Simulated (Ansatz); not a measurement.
Tl (dhcp (α-La type), P6_3/mmc), a = b = 3.5368 Å, c = 11.5084 Å, α = β = 90.00°, γ = 120.00°.

Relaxed with PBE.

Question: Which orbitals make up the states near the Fermi level in PBE in the plane-wave PAW code Ansatz?

Answer: Within 0.5 eV of the Fermi level: Tl 6p 80 %, Tl 6s 18 %. Projections are on Löwdin-orthogonalised atomic valence shells; empty p or d shells of many metals are not among them.

Question: Tabulate the density of states.

Answer: States/eV per cell of 4 atoms, in 0.25 eV bins, energy from the Fermi level.

| E (eV) | total | Tl 6p | Tl 6s | Tl 5d |
|---|---|---|---|---|
| -7.85 | 0.91 | 0.39 | 0.51 | 0.01 |
| -7.60 | 0.99 | 0.42 | 0.55 | 0.02 |
| -7.35 | 1.07 | 0.45 | 0.59 | 0.02 |
| -7.10 | 1.14 | 0.48 | 0.64 | 0.02 |
| -6.85 | 1.23 | 0.50 | 0.70 | 0.03 |
| -6.60 | 1.31 | 0.52 | 0.76 | 0.03 |
| -6.35 | 1.41 | 0.53 | 0.85 | 0.03 |
| -6.10 | 1.53 | 0.54 | 0.96 | 0.04 |
| -5.85 | 1.70 | 0.54 | 1.11 | 0.04 |
| -5.60 | 2.01 | 0.55 | 1.41 | 0.05 |
| -5.35 | 2.25 | 0.53 | 1.66 | 0.06 |
| -5.10 | 2.24 | 0.48 | 1.71 | 0.05 |
| -4.85 | 2.02 | 0.38 | 1.60 | 0.04 |
| -4.60 | 2.18 | 0.33 | 1.81 | 0.04 |
| -4.35 | 2.30 | 0.29 | 1.97 | 0.03 |
| -4.10 | 3.07 | 0.31 | 2.72 | 0.03 |
| -3.85 | 1.22 | 0.07 | 1.13 | 0.01 |
| -3.60 | 0.00 | 0.00 | 0.00 | 0.00 |
| -3.35 | 0.00 | 0.00 | 0.00 | 0.00 |
| -3.10 | 0.00 | 0.00 | 0.00 | 0.00 |
| -2.85 | 0.00 | 0.00 | 0.00 | 0.00 |
| -2.60 | 0.00 | 0.00 | 0.00 | 0.00 |
| -2.35 | 0.08 | 0.08 | 0.00 | 0.00 |
| -2.10 | 0.41 | 0.38 | 0.02 | 0.00 |
| -1.85 | 0.82 | 0.75 | 0.06 | 0.01 |
| -1.60 | 1.32 | 1.18 | 0.12 | 0.01 |
| -1.35 | 1.55 | 1.36 | 0.16 | 0.02 |
| -1.10 | 1.77 | 1.56 | 0.18 | 0.02 |
| -0.85 | 2.34 | 2.05 | 0.24 | 0.03 |
| -0.60 | 2.42 | 2.05 | 0.32 | 0.03 |
| -0.35 | 2.73 | 2.28 | 0.39 | 0.03 |
| -0.10 | 2.79 | 2.28 | 0.45 | 0.03 |
| 0.15 | 2.22 | 1.73 | 0.43 | 0.02 |
| 0.40 | 1.81 | 1.33 | 0.43 | 0.01 |
| 0.65 | 1.74 | 1.28 | 0.41 | 0.01 |
| 0.90 | 1.99 | 1.54 | 0.39 | 0.02 |
| 1.15 | 1.89 | 1.48 | 0.34 | 0.02 |
| 1.40 | 2.02 | 1.60 | 0.35 | 0.02 |
| 1.65 | 2.13 | 1.73 | 0.33 | 0.02 |
| 1.90 | 2.27 | 1.86 | 0.33 | 0.02 |
| 2.15 | 2.12 | 1.74 | 0.29 | 0.02 |
| 2.40 | 2.18 | 1.81 | 0.28 | 0.02 |
| 2.65 | 2.30 | 1.93 | 0.26 | 0.02 |
| 2.90 | 2.37 | 1.99 | 0.25 | 0.02 |
| 3.15 | 2.47 | 2.09 | 0.24 | 0.02 |
| 3.40 | 2.55 | 2.16 | 0.23 | 0.02 |

The workflow started from a Materials Project entry (that database holds measured and hypothetical structures alike). Its sites differ from those of the usual phase in this space group: another stacking or structure type. The PBE relaxation kept the symmetry of its start; its stability against distortions is not shown here. Axis ratios of metals converge slowly with the k-mesh, so a and c are less sure than the volume. Scalar-relativistic: spin–orbit coupling is off unless named, which matters more the heavier the elements.

Potentials: the later of the program's two PAW sets.
